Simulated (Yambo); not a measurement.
G0W0@PBEsol for NaLiCdS$_{2}$ (space group P3m1, No. 156) in Yambo. Reference settings: 3×3×2 Γ-centred k mesh, bands 7 to 197 and a 8 Ry block in the screening, 197 bands in G with the Bruneval-Gonze terminator, plasmon pole fitted at 27.2 eV. The PBEsol gap Γ → Γ on this mesh is 1.47 eV; G0W0 gaps are taken between the same points.

The settings were changed. The gap went from 2.96 eV to 2.85 eV, and the shift of the valence edge from -1.05 eV to -0.61 eV.

What was changed between the two runs?
A. 92 bands in W
B. no random integration
C. 73 bands in G, no terminator
D. 126 bands in W, 126 bands in G

C, 73 bands in G, no terminator. The others gave (gap, valence shift): 92 bands in W: 2.99, -0.92 eV; no random integration: 2.91, -0.87 eV; 126 bands in W, 126 bands in G: 2.97, -0.97 eV.

Spin-orbit coupling is not included.

Geometry of the Materials Project entry, not relaxed at this level; primitive cell a = b = 4.157 Å, c = 7.042 Å, α = β = 90.00°, γ = 120.00°.

The structure is a Materials Project entry; no match was found in the copy of COD used, and its stability was not checked.

A shift is the quasiparticle energy of the state minus its PBEsol energy.
